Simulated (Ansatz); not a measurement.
InAs:
Space group Fm-3m (No. 225); a = b = c = 5.652 Å, α = β = γ = 90.00°

| atom | site | symmetry | x | y | z |
|---|---|---|---|---|---|
| As | 4a | m-3m | 0.0000 | 0.0000 | 0.0000 |
| In | 4b | m-3m | 0.5000 | 0.5000 | 0.5000 |
(The calculation used a cell of 2 atoms; values per cell refer to that cell.)

Relaxed with PBEsol.

### Question
Which orbitals make up the states near the Fermi level in DFT-PBEsol in the program Ansatz with PAW potentials?

### Answer
Within 0.5 eV of the Fermi level: As 4p 70 %, In 5p 15 %, In 5s 10 %. Projections are on Löwdin-orthogonalised atomic valence shells; empty p or d shells of many metals are not among them.

### Question
Tabulate the density of states.

### Answer
States/eV per cell of 2 atoms, in 0.25 eV bins, energy from the Fermi level.

| E (eV) | total | As 4p | In 5p | In 5s |
|---|---|---|---|---|
| -7.85 | 0.00 | 0.00 | 0.00 | 0.00 |
| -7.60 | 0.00 | 0.00 | 0.00 | 0.00 |
| -7.35 | 0.00 | 0.00 | 0.00 | 0.00 |
| -7.10 | 0.00 | 0.00 | 0.00 | 0.00 |
| -6.85 | 0.03 | 0.02 | 0.00 | 0.01 |
| -6.60 | 0.30 | 0.16 | 0.01 | 0.13 |
| -6.35 | 0.48 | 0.24 | 0.02 | 0.20 |
| -6.10 | 0.66 | 0.32 | 0.03 | 0.28 |
| -5.85 | 0.95 | 0.44 | 0.05 | 0.41 |
| -5.60 | 1.09 | 0.49 | 0.06 | 0.46 |
| -5.35 | 0.98 | 0.43 | 0.07 | 0.39 |
| -5.10 | 0.96 | 0.42 | 0.11 | 0.33 |
| -4.85 | 0.90 | 0.42 | 0.18 | 0.20 |
| -4.60 | 0.40 | 0.18 | 0.03 | 0.11 |
| -4.35 | 0.53 | 0.25 | 0.09 | 0.13 |
| -4.10 | 0.61 | 0.29 | 0.13 | 0.13 |
| -3.85 | 0.65 | 0.32 | 0.16 | 0.12 |
| -3.60 | 0.72 | 0.37 | 0.19 | 0.11 |
| -3.35 | 0.76 | 0.40 | 0.21 | 0.11 |
| -3.10 | 0.81 | 0.44 | 0.23 | 0.09 |
| -2.85 | 0.87 | 0.50 | 0.25 | 0.08 |
| -2.60 | 0.99 | 0.59 | 0.28 | 0.08 |
| -2.35 | 1.20 | 0.75 | 0.34 | 0.07 |
| -2.10 | 1.18 | 0.76 | 0.32 | 0.06 |
| -1.85 | 1.15 | 0.75 | 0.30 | 0.06 |
| -1.60 | 1.14 | 0.75 | 0.28 | 0.06 |
| -1.35 | 1.13 | 0.76 | 0.26 | 0.07 |
| -1.10 | 1.13 | 0.77 | 0.24 | 0.07 |
| -0.85 | 1.12 | 0.78 | 0.22 | 0.07 |
| -0.60 | 1.14 | 0.81 | 0.20 | 0.08 |
| -0.35 | 1.15 | 0.83 | 0.18 | 0.09 |
| -0.10 | 1.16 | 0.86 | 0.16 | 0.09 |
| 0.15 | 1.04 | 0.77 | 0.12 | 0.10 |
| 0.40 | 0.42 | 0.19 | 0.10 | 0.12 |
| 0.65 | 0.38 | 0.11 | 0.11 | 0.13 |
| 0.90 | 0.43 | 0.13 | 0.13 | 0.14 |
| 1.15 | 0.49 | 0.14 | 0.15 | 0.16 |
| 1.40 | 0.56 | 0.17 | 0.17 | 0.18 |
| 1.65 | 0.65 | 0.21 | 0.19 | 0.20 |
| 1.90 | 0.83 | 0.29 | 0.23 | 0.26 |
| 2.15 | 1.19 | 0.44 | 0.30 | 0.36 |
| 2.40 | 0.87 | 0.20 | 0.33 | 0.19 |
| 2.65 | 0.62 | 0.16 | 0.22 | 0.14 |
| 2.90 | 0.37 | 0.07 | 0.17 | 0.06 |
| 3.15 | 0.44 | 0.06 | 0.26 | 0.04 |
| 3.40 | 0.62 | 0.08 | 0.40 | 0.03 |
| 3.65 | 1.04 | 0.12 | 0.69 | 0.05 |
| 3.90 | 1.17 | 0.13 | 0.72 | 0.05 |
| 4.15 | 1.24 | 0.15 | 0.70 | 0.05 |
| 4.40 | 1.23 | 0.17 | 0.62 | 0.05 |
| 4.65 | 1.28 | 0.19 | 0.57 | 0.05 |

The cell is a constructed one: a structure type filled with these elements; the Crystallography Open Database copy checked does not list it. It is not the phase usual at ambient conditions (space group No. 216). The PBEsol relaxation kept the symmetry of its start; of distortions, only those at the zone centre were tested. Spin–orbit coupling is left out wherever it is not named.

Potentials: the later of the program's two PAW sets.
